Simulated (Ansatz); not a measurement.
GePd in space group Pnma (No. 62; Ge on 4c, Pd on 4c) under volume change, r²SCAN (plane waves, PAW; program Ansatz), shape and atoms relaxed at each volume.

```tsv
V (Å³/atom)	E − E(relaxed) (meV/atom)	P (GPa)
14.686	…	…
15.170	28.1	9.90
15.654	6.6	4.50
16.138	0.0	0.00
16.622	…	…
17.106	21.7	-6.77
17.590	46.0	-9.30
```

What belongs in the gaps?


- 14.686, E − E(relaxed) (meV/atom): 67.5
- 14.686, P (GPa): 16.41
- 16.622, E − E(relaxed) (meV/atom): 5.7
- 16.622, P (GPa): -3.70

What does a third-order Birch–Murnaghan fit give for V₀, B₀ and B′?

V₀ = 16.14 Å³/atom, B₀ = 136 GPa, B′ = 5.3.

The first step of the workflow began from a Materials Project structure, measured or hypothetical; the Crystallography Open Database files this formula in space group No. 62, but the cells were not matched. Whether it is the stable phase at ambient conditions was not checked. The r²SCAN relaxation kept the symmetry of its start; its stability against distortions is not shown here. No spin polarisation was allowed. Scalar-relativistic: spin–orbit coupling is off unless named, which matters more the heavier the elements.

Potentials: the later of the program's two PAW sets.
